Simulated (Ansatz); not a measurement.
What DFT gives for SrTe3Pd

```
Sr Pd Te
1.0
     0.00000    5.02792    0.00000
     5.02792    0.00000    0.00000
     2.51396    2.51396   -5.89390
Sr Pd Te
1 1 3
Direct
  0.00000 0.00000 0.00000
  0.64200 0.64200 0.71600
  0.74500 0.24500 0.51000
  0.24500 0.74500 0.51000
  0.40900 0.40900 0.18200
```

The numbers come from plane-wave PAW DFT (Ansatz): PBE, no spin polarisation, 420 eV, 6×6×6 Γ-centred k points, cold occupations (width 0.0116 eV). Nothing was relaxed.

Question: Is there a gap?

Answer: It is a metal, with about 5.4 states/eV a cell as the mean within 0.25 eV of the Fermi level, mostly Te p (75 %).

Question: Which atom feels the largest force, and which way?

Answer: The largest is on Te5: 1.74 eV/Å, components (0.00, 0.00, 1.74). It makes 0° with the line to a nearest neighbour, Pd2 at 2.75 Å, pointing towards it.

Question: Describe some of the short contacts.

Answer: Pd–Te at 2.75 Å: least valence density 0.37 e/Å³ and ELF 0.30 there. Te–Te at 3.17 Å: least valence density 0.23 e/Å³ and ELF 0.34 there. Sr–Te at 3.71 Å: least valence density 0.07 e/Å³ and ELF 0.09 there. Both are smooth PAW fields, read partly inside the augmentation spheres.

Question: Is the cell too large or too small?

Answer: The pressure is 0.8 GPa (compression positive), so with the atoms held at these fractions the cell would first expand; the forces are large, so a full relaxation may end otherwise. The principal stresses 0.0, 1.2, 1.2 GPa differ, so its shape would change too.

Origin: a known structure type with other elements, at an estimated volume, so it need not be a known compound. Caveats: many states at the Fermi level without spin polarisation, so a magnetic state may lie lower; atoms or cell far from equilibrium.
